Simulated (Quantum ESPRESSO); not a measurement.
Ga3SiN3C, a curve over strain

A calculation, not a measurement. The program is pw.x of Quantum ESPRESSO 7.5 (plane-wave density functional theory). The cell is made up: 8 atoms on a wurtzite lattice, with randomly drawn elements, strain and displacements, not relaxed. PseudoDojo standard norm-conserving files (v0.5 for PBE, v0.4.1 for LDA and PBEsol) set the functional; there is no spin polarisation, spin-orbit coupling or dispersion term, and the masses in the input are unused placeholders.

Seven runs add a strain to one cell (the same along x and y); the atoms follow the cell and are not relaxed. Stress in the table is positive in tension.

Input of the run at -0.0010:

```
&control calculation='scf', pseudo_dir='./dojo.nc.sr.pbe.v0_5.standard.upf', outdir='./o', disk_io='medium', tprnfor=.true., tstress=.true. /
&system ibrav=0, nat=8, ntyp=4, nbnd=37, ecutwfc=84.00895049, nosym=.true., tot_charge=0,
 occupations='smearing', smearing='fd', degauss=0.0018374661
/
&electrons conv_thr=7.350e-09, electron_maxstep=60, /
ATOMIC_SPECIES
C 1.0 C.upf
Ga 1.0 Ga.upf
N 1.0 N.upf
Si 1.0 Si.upf
CELL_PARAMETERS angstrom
3.1895 0.0 0.0
0.0 5.5243 0.0
0.0 0.0 5.2136
ATOMIC_POSITIONS angstrom
Ga 0.0066 -0.0388 -0.0258
Si 1.3752 2.79 -0.0168
Ga 1.5991 0.8972 2.5006
Ga -0.0931 3.5585 2.6793
N 0.0467 0.035 2.0685
N 1.5107 2.7165 1.9943
N 1.5934 0.8424 4.7256
C -0.054 3.7881 4.582
K_POINTS automatic
6 4 4 1 1 1
```

| added strain | free energy less that of the input shown (eV) | stress xx (GPa) | stress yy (GPa) | stress zz (GPa) | stress xy (GPa) | pressure (GPa) | next band up at Gamma (eV) | iterations |
| --- | --- | --- | --- | --- | --- | --- | --- | --- |
| -0.0239 | 0.3560 | -22.86 | -19.79 | -2.34 | -1.53 | 14.99 | 2.417 | 13 |
| -0.0085 | 0.0762 | -12.06 | -10.04 | -0.20 | -1.59 | 7.43 | 2.215 | 13 |
| -0.0040 | 0.0255 | -9.25 | -7.48 | 0.37 | -1.61 | 5.45 | 2.152 | 13 |
| -0.0010 | 0.0000 | -7.44 | -5.85 | 0.74 | -1.62 | 4.18 | 2.108 | 13 |
| +0.0017 | -0.0184 | -5.87 | -4.44 | 1.07 | -1.63 | 3.08 | 2.069 | 13 |
| +0.0058 | -0.0379 | -3.57 | -2.36 | 1.55 | -1.64 | 1.46 | 2.008 | 13 |
| +0.0162 | -0.0427 | 1.80 | 2.49 | 2.70 | -1.67 | -2.33 | 1.852 | 13 |

A cubic fit gives a slope of stress xx against the added strain of 585 GPa at zero added strain, with the atoms clamped. Across the table the free energy follows the integral of the stress to within 2.5 meV. A rerun of one of the cells at 1437 eV and a 8 x 6 x 6 mesh moved values by no more than 0.002 eV in energy, 0.04 GPa in stress and 0.004 eV/Å in force. The band column is the level of band 32 at Gamma less that of band 31, whose number is half the electron count, rounded up; it comes from a band step after each run.